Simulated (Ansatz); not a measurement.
Ansatz (a first-principles code) input:

Ansatz 0.2 input:
```yaml
crystal:
  lattice:
    - [3.5755676733, -2.1614112325, 0.0]
    - [3.5755676733, 2.1614112325, 0.0]
    - [0.0, 0.0, 9.5280002059]
  atoms:
    - { symbol: I, position: [0.8209851828, 0.1790148172, 0.8769360109] }
    - { symbol: I, position: [0.3209851828, 0.6790148172, 0.6230639891] }
    - { symbol: I, position: [0.1790148172, 0.8209851828, 0.1230639891] }
    - { symbol: I, position: [0.6790148172, 0.3209851828, 0.3769360109] }
kpoints:
  mp_grid: { grid: [8, 8, 3] }
hamiltonian:
  xc: lda
  pseudopotentials: { kind: paw }
scf:
  occupations: { method: fixed }
elastic: { mode: relaxed_ion, stencil: two_point, amplitude: 0.005, f_tol: 0.0005 }
```

Output (shortened):

```
Pseudopotential: I, paw, valence charge 17
Functional definition: SPW92
Crystal: 4 atoms, lattice volume = 147.270 Å³
Basis set: ecut = 420 eV, 2839 PW (Γ)
Bands: 41, of which v1, the nominal top of the filled ones, is band 34 counted from 1 (33 counted from 0)
Symmetry: 8 space group operations
Space group: Cmce (ITA 64), of the structure as read, at distance tolerance 5.3e-5 Å
k-points: 42 of 192
SCF 1 converged in 11 iterations: F = -29423.440052 eV  dr2 = 2.18e-14
Crystal: 4 atoms, lattice volume = 146.534 Å³
Basis set: ecut = 420 eV, 2835 PW (Γ)
SCF 2 converged in 11 iterations: F = -29423.439805 eV  dr2 = 2.22e-14
relax step   1: F+E_penalty+E_count = -29423.43980464 eV  Δ(F+E_penalty+E_count) = +0.000e0 eV  max|allowed force component| = 1.170e-3 eV/Å  Δτ_max = 0.0000 Å  (11 SCF iters, accepted)
Crystal: 4 atoms, lattice volume = 146.534 Å³
SCF 3 converged in 7 iterations: F = -29423.439805 eV  dr2 = 3.96e-14
relax step   2: F+E_penalty+E_count = -29423.43980493 eV  Δ(F+E_penalty+E_count) = -2.944e-7 eV  max|allowed force component| = 1.019e-3 eV/Å  Δτ_max = 0.0005 Å  (7 SCF iters, accepted)
Crystal: 4 atoms, lattice volume = 146.534 Å³
SCF 4 converged in 7 iterations: F = -29423.439805 eV  dr2 = 3.94e-15
relax step   3: F+E_penalty+E_count = -29423.43980538 eV  Δ(F+E_penalty+E_count) = -4.447e-7 eV  max|allowed force component| = 7.855e-5 eV/Å  Δτ_max = 0.0002 Å  (7 SCF iters, accepted)
Crystal: 4 atoms, lattice volume = 146.534 Å³
SCF 5 converged in 2 iterations: F = -29423.439805 eV  dr2 = 1.13e-15
Crystal: 4 atoms, lattice volume = 148.006 Å³
Basis set: ecut = 420 eV, 2853 PW (Γ)
SCF 6 converged in 11 iterations: F = -29423.439816 eV  dr2 = 4.94e-15
relax step   1: F+E_penalty+E_count = -29423.43981569 eV  Δ(F+E_penalty+E_count) = +0.000e0 eV  max|allowed force component| = 1.177e-3 eV/Å  Δτ_max = 0.0000 Å  (11 SCF iters, accepted)
Crystal: 4 atoms, lattice volume = 148.006 Å³
SCF 7 converged in 7 iterations: F = -29423.439816 eV  dr2 = 1.52e-14
relax step   2: F+E_penalty+E_count = -29423.43981642 eV  Δ(F+E_penalty+E_count) = -7.262e-7 eV  max|allowed force component| = 2.332e-4 eV/Å  Δτ_max = 0.0003 Å  (7 SCF iters, accepted)
Crystal: 4 atoms, lattice volume = 148.006 Å³
SCF 8 converged in 2 iterations: F = -29423.439816 eV  dr2 = 3.91e-15
Crystal: 4 atoms, lattice volume = 146.534 Å³
Basis set: ecut = 420 eV, 2831 PW (Γ)
SCF 9 converged in 11 iterations: F = -29423.439488 eV  dr2 = 9.29e-15
relax step   1: F+E_penalty+E_count = -29423.43948811 eV  Δ(F+E_penalty+E_count) = +0.000e0 eV  max|allowed force component| = 1.608e-2 eV/Å  Δτ_max = 0.0000 Å  (11 SCF iters, accepted)
Crystal: 4 atoms, lattice volume = 146.534 Å³
SCF 10 converged in 9 iterations: F = -29423.439587 eV  dr2 = 9.04e-15
relax step   2: F+E_penalty+E_count = -29423.43958650 eV  Δ(F+E_penalty+E_count) = -9.839e-5 eV  max|allowed force component| = 1.025e-2 eV/Å  Δτ_max = 0.0059 Å  (9 SCF iters, accepted)
Crystal: 4 atoms, lattice volume = 146.534 Å³
SCF 11 converged in 8 iterations: F = -29423.439626 eV  dr2 = 1.10e-14
relax step   3: F+E_penalty+E_count = -29423.43962606 eV  Δ(F+E_penalty+E_count) = -3.956e-5 eV  max|allowed force component| = 1.348e-3 eV/Å  Δτ_max = 0.0022 Å  (8 SCF iters, accepted)
[...]
Crystal: 4 atoms, lattice volume = 147.269 Å³
SCF 34 converged in 7 iterations: F = -29423.439548 eV  dr2 = 3.23e-14
relax step   3: F+E_penalty+E_count = -29423.43954752 eV  Δ(F+E_penalty+E_count) = -4.360e-7 eV  max|allowed force component| = 3.899e-4 eV/Å  Δτ_max = 0.0001 Å  (7 SCF iters, accepted)
Crystal: 4 atoms, lattice volume = 147.269 Å³
SCF 35 converged in 2 iterations: F = -29423.439548 eV  dr2 = 8.32e-15
Crystal: 4 atoms, lattice volume = 147.269 Å³
Basis set: ecut = 420 eV, 2845 PW (Γ)
SCF 36 converged in 10 iterations: F = -29423.439999 eV  dr2 = 5.12e-14
relax step   1: F+E_penalty+E_count = -29423.43999912 eV  Δ(F+E_penalty+E_count) = +0.000e0 eV  max|allowed force component| = 2.350e-4 eV/Å  Δτ_max = 0.0000 Å  (10 SCF iters, accepted)
Crystal: 4 atoms, lattice volume = 147.269 Å³
SCF 37 converged in 2 iterations: F = -29423.439999 eV  dr2 = 2.22e-14
Crystal: 4 atoms, lattice volume = 147.269 Å³
SCF 38 converged in 10 iterations: F = -29423.439999 eV  dr2 = 4.72e-14
relax step   1: F+E_penalty+E_count = -29423.43999912 eV  Δ(F+E_penalty+E_count) = +0.000e0 eV  max|allowed force component| = 2.350e-4 eV/Å  Δτ_max = 0.0000 Å  (10 SCF iters, accepted)
Crystal: 4 atoms, lattice volume = 147.269 Å³
SCF 39 converged in 2 iterations: F = -29423.439999 eV  dr2 = 2.04e-14
Crystal: 4 atoms, lattice volume = 147.269 Å³
Basis set: ecut = 420 eV, 2841 PW (Γ)
k-points: 68 of 192
SCF 40 converged in 11 iterations: F = -29423.439953 eV  dr2 = 2.96e-15
relax step   1: F+E_penalty+E_count = -29423.43995280 eV  Δ(F+E_penalty+E_count) = +0.000e0 eV  max|allowed force component| = 6.991e-4 eV/Å  Δτ_max = 0.0000 Å  (11 SCF iters, accepted)
Crystal: 4 atoms, lattice volume = 147.269 Å³
SCF 41 converged in 8 iterations: F = -29423.439954 eV  dr2 = 1.29e-14
relax step   2: F+E_penalty+E_count = -29423.43995402 eV  Δ(F+E_penalty+E_count) = -1.224e-6 eV  max|allowed force component| = 1.090e-4 eV/Å  Δτ_max = 0.0008 Å  (8 SCF iters, accepted)
Crystal: 4 atoms, lattice volume = 147.269 Å³
SCF 42 converged in 2 iterations: F = -29423.439954 eV  dr2 = 1.17e-15
Crystal: 4 atoms, lattice volume = 147.269 Å³
SCF 43 converged in 10 iterations: F = -29423.439953 eV  dr2 = 8.48e-14
relax step   1: F+E_penalty+E_count = -29423.43995280 eV  Δ(F+E_penalty+E_count) = +0.000e0 eV  max|allowed force component| = 6.991e-4 eV/Å  Δτ_max = 0.0000 Å  (10 SCF iters, accepted)
Crystal: 4 atoms, lattice volume = 147.269 Å³
SCF 44 converged in 8 iterations: F = -29423.439954 eV  dr2 = 2.11e-14
relax step   2: F+E_penalty+E_count = -29423.43995399 eV  Δ(F+E_penalty+E_count) = -1.185e-6 eV  max|allowed force component| = 2.962e-4 eV/Å  Δτ_max = 0.0009 Å  (8 SCF iters, accepted)
Crystal: 4 atoms, lattice volume = 147.269 Å³
SCF 45 converged in 2 iterations: F = -29423.439954 eV  dr2 = 2.31e-15
SCF converged after 11 iterations
Free energy (F): -29423.440052 eV
Harris-Foulkes:  -29423.440052 eV  (|F-HF|=1.82e-11)
Internal energy: -29423.440052 eV  (E = F + TS)
E sigma→0 (E₀):  -29423.440052 eV
Fermi energy:    6.588795 eV
--- Per-component energies (eV) ---
  E_band       = -1493.800494
  E_kinetic    = 760.180902
  E_local      = -7547.298686  (includes V_loc(G=0)·N_el)
  E_nonlocal   = -348.358226
  E_hartree    = 3911.531422
  E_xc         = -510.519632
  E_vxc        = -516.060953  (∫ρ·V_xc dr)
  E_paw        = -18632.097505  (= ΣΔE_a)
  E_vpaw       = -1665.326631  (= ΣTr[D̂ρ^β])
  E_aug_tail   = 0.000255  (compensation charges beyond the density's cutoff)
  E_ewald      = -7060.003441
  E_core_change = 3.124860  (= ΣΔE_core)
  E_smearing   =  0.000000  (= −TS)
  E_closure    = 0.000000  (closes the sum)
  Σ components = -29423.440052   (vs F -29423.440052, Δ=0.00e0)
--- Forces (eV/Å), atoms counted from 1 ---
  atom   1  I      0.00000000     0.00003351    -0.00025675
  atom   2  I      0.00000000     0.00003351     0.00025675
  atom   3  I      0.00000000    -0.00003351     0.00025675
  atom   4  I      0.00000000    -0.00003351    -0.00025675
  max |Σ_I F_I| component: 0.00e0 eV/Å
--- Stress (GPa, compression-positive) ---
        0.000800       0.000000       0.000000
        0.000000       0.000732       0.000000
        0.000000       0.000000       0.002805
  P = ⅓ Tr σ = 0.0014 GPa (0.014 kbar)
--- Band table (eV; the first three rows and the last of 42) ---
  k-point 0: bands = ["-38.4866", "-38.4741", "-38.4182", "-38.4121", "-38.4094", "-38.4000", "-38.3933", "-38.3855", "-38.3161", "-38.3148", "-38.2979", "-38.2965", "-38.1048", "-38.1038", "-38.1037", "-38.1028", "-38.1003", "-38.0971", "-38.0956", …
  k-point 1: bands = ["-38.4839", "-38.4777", "-38.4148", "-38.4108", "-38.4105", "-38.4046", "-38.3902", "-38.3868", "-38.3158", "-38.3152", "-38.2975", "-38.2968", "-38.1047", "-38.1043", "-38.1033", "-38.1029", "-38.0999", "-38.0985", "-38.0941", …
  k-point 2: bands = ["-38.4860", "-38.4745", "-38.4179", "-38.4118", "-38.4096", "-38.4007", "-38.3930", "-38.3858", "-38.3161", "-38.3149", "-38.2978", "-38.2965", "-38.1048", "-38.1040", "-38.1035", "-38.1027", "-38.1001", "-38.0970", "-38.0956", …
  k-point 41: bands = ["-38.4839", "-38.4777", "-38.4147", "-38.4106", "-38.4105", "-38.4046", "-38.3902", "-38.3867", "-38.3160", "-38.3151", "-38.2974", "-38.2965", "-38.1040", "-38.1037", "-38.1029", "-38.1026", "-38.0996", "-38.0983", "-38.0940", …
--- Elastic constants: 6 strain directions × 2 members + reference (group order 8) ---
  dense FFT box of the reference and of every strained cell: 30×30×72
  strains applied: 11, 22, 33, 23, 13, 12; error gains …
  C = ∂σ_k/∂η_j (tension-positive GPa; Voigt order 11 22 33 23 13 12):
        21.000      5.482     -0.494      0.000      0.000      0.000
         5.485     37.004     35.847      0.000      0.000      0.000
        -0.491     35.837     71.279      0.000      0.000      0.000
         0.000      0.000      0.000     43.908      0.000      0.000
         0.000      0.000      0.000      0.000      4.063      0.000
         0.000      0.000      0.000      0.000      0.000      8.231
  reference stress σ⁰ (GPa):     -0.001     -0.001     -0.003      0.000      0.000      0.000
  moduli (Voigt/Reuss/Hill, GPa): K = 23.44/15.35/19.39   G = 17.14/8.03/12.58   E = 31.03   ν = 0.233
  mechanically stable: yes (min eigenvalue of sym C = 4.06 GPa)
  strain η (Voigt 11):  stress-route row diagonal C_11 = 21.00 GPa, energy-path curvature d²(F+E_count+ΔE)/dδ²/Ω₀ = 20.95 GPa
         δ    σ_11 (GPa)             F (eV)   n_scf  n_hpsi   n_pw
    -5.000e-3      -0.1091      -29423.4398054       2   12570   2886   relax 3 steps, max|allowed force component| 7.86e-5 eV/Å
     5.000e-3       0.1009      -29423.4398164       2   12555   2916   relax 2 steps, max|allowed force component| 2.33e-4 eV/Å
  strain η (Voigt 22):  stress-route row diagonal C_22 = 37.00 GPa, energy-path curvature d²(F+E_count+ΔE)/dδ²/Ω₀ = 37.03 GPa
         δ    σ_22 (GPa)             F (eV)   n_scf  n_hpsi   n_pw
    -5.000e-3      -0.1901      -29423.4396264       2   12581   2889   relax 4 steps, max|allowed force component| 8.48e-6 eV/Å
     5.000e-3       0.1799      -29423.4396415       2   12588   2914   relax 2 steps, max|allowed force component| 2.72e-4 eV/Å
  strain η (Voigt 33):  stress-route row diagonal C_33 = 71.28 GPa, energy-path curvature d²(F+E_count+ΔE)/dδ²/Ω₀ = 71.21 GPa
         δ    σ_33 (GPa)             F (eV)   n_scf  n_hpsi   n_pw
    -5.000e-3      -0.3650      -29423.4392136       2   12608   2886   relax 4 steps, max|allowed force component| 3.77e-5 eV/Å
     5.000e-3       0.3478      -29423.4392417       2   12611   2914   relax 3 steps, max|allowed force component| 1.03e-4 eV/Å
  strain η (Voigt 23):  stress-route row diagonal C_44 = 43.91 GPa, energy-path curvature d²(F+E_count+ΔE)/dδ²/Ω₀ = 43.90 GPa
         δ    σ_23 (GPa)             F (eV)   n_scf  n_hpsi   n_pw
    -5.000e-3      -0.2195      -29423.4395476       2   17139   2900   relax 5 steps, max|allowed force component| 8.47e-5 eV/Å
     5.000e-3       0.2196      -29423.4395475       2   17115   2900   relax 3 steps, max|allowed force component| 3.90e-4 eV/Å
  strain η (Voigt 13):  stress-route row diagonal C_55 = 4.06 GPa, energy-path curvature d²(F+E_count+ΔE)/dδ²/Ω₀ = 4.02 GPa
         δ    σ_13 (GPa)             F (eV)   n_scf  n_hpsi   n_pw
    -5.000e-3      -0.0203      -29423.4399991       2   17183   2902   relax 1 steps, max|allowed force component| 2.35e-4 eV/Å
     5.000e-3       0.0203      -29423.4399991       2   17196   2902   relax 1 steps, max|allowed force component| 2.35e-4 eV/Å
  strain η (Voigt 12):  stress-route row diagonal C_66 = 8.23 GPa, energy-path curvature d²(F+E_count+ΔE)/dδ²/Ω₀ = 8.19 GPa
         δ    σ_12 (GPa)             F (eV)   n_scf  n_hpsi   n_pw
    -5.000e-3      -0.0412      -29423.4399540       2   20397   2899   relax 2 steps, max|allowed force component| 1.09e-4 eV/Å
     5.000e-3       0.0412      -29423.4399540       2   20412   2899   relax 2 steps, max|allowed force component| 2.96e-4 eV/Å
```

Cost: roughly 6 core-minutes on shared cores.

The LDA relaxation kept the symmetry of its start. A crystal of weakly bound molecules computed without a dispersion correction: the cell and the soft elastic constants depend strongly on that. Spin–orbit coupling is left out wherever it is not named.

Potentials: the later of the program's two PAW sets.

Ansatz is a plane-wave DFT program.
